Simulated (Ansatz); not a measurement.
**Na$_{3}$Mn$_{2}$SbO$_{6}$: which magnetic order is lowest?**

```
CELL_PARAMETERS angstrom
2.74493 -4.74205 0.00000
2.74493 4.74205 0.00000
-1.85791 0.00000 5.40024
ATOMIC_POSITIONS crystal
Na 0.50000 0.50000 0.50000
Na 0.16720 0.83280 0.50000
Na 0.83280 0.16720 0.50000
Mn 0.33360 0.66640 0.00000
Mn 0.66640 0.33360 0.00000
Sb 0.00000 0.00000 0.00000
O 0.94300 0.63160 0.79060
O 0.36840 0.05700 0.20940
O 0.05700 0.36840 0.20940
O 0.63160 0.94300 0.79060
O 0.75790 0.75790 0.19610
O 0.24210 0.24210 0.80390
```

All energies were calculated with Ansatz 0.2.0 (r2SCAN; 500 eV; 5×5×4 Γ-centred mesh; fermi-dirac occupations of width 0.050 eV). The atoms are fixed and numbered as listed; spin is collinear, without spin-orbit coupling.

The cycle has several fixed points for this cell. Moments (μB):

```tsv
state	Mn4	Mn5	other atoms together	size of the net moment a cell
A	0.00	0.00	0.00	0.00
B	4.18	-4.18	0.00	0.00
C	4.20	4.20	0.50	10.00
```

Site moments are taken in small spheres that don't touch (radius about 0.4 of the atom's shortest bond), so those of the magnetic atoms read low, and they needn't add up to the net moment. State A was run without spin polarisation.

Problem. Which state has the lowest energy at zero smearing, and how far up are the others?

Solution. State B (antiparallel, compensated) is lowest; C (parallel moments) lies 4.8 meV above it, A (without moments) lies 506 meV above it, all counted an atom of the cell.

Problem. Which states have a gap on the mesh, and what pressure does each exert on this cell?

Solution. A: no gap, -10.8 GPa; B: gap 1.10 eV, 0.5 GPa; C: gap 0.93 eV, 0.9 GPa (positive in compression). Moments take up room: without them the pressure is lower, so that state wants a smaller cell.

Problem. What do states C and B say about the exchange?

Solution. Between C and B the moments keep their size (4.20 against 4.18 μB in the mean), so the difference mostly measures the exchange between the flipped sites: the antiparallel order gains 29 meV for each Mn atom. The nearest flipped pair stands 3.16 Å apart. Flipped pairs are linked through O; the widest Mn–O–Mn angle among the nearer links is 93°, at 3.16 Å between the metal atoms.

Problem. What does magnetism gain here?

Solution. 506 meV an atom of the cell, or 3038 meV for each Mn atom, against state A, which has none. A run without spin would miss this and give wrong energies and forces. That state isn't the paramagnet, which keeps its moments, so this is no ordering energy.

The cell is that of a Crystallography Open Database entry, unchanged.

Caveats: only orders that fit this cell and collinear spins were tried, so the true order may need a larger cell or canted moments; atoms and cell are not relaxed, and each state would relax in its own way; semilocal functionals without U often misplace the states of 3d oxides, halides and chalcogenides; the k mesh is coarse, so differences of a few meV are uncertain where a state is a metal; one start a pattern, so a lower state of the same pattern may exist.
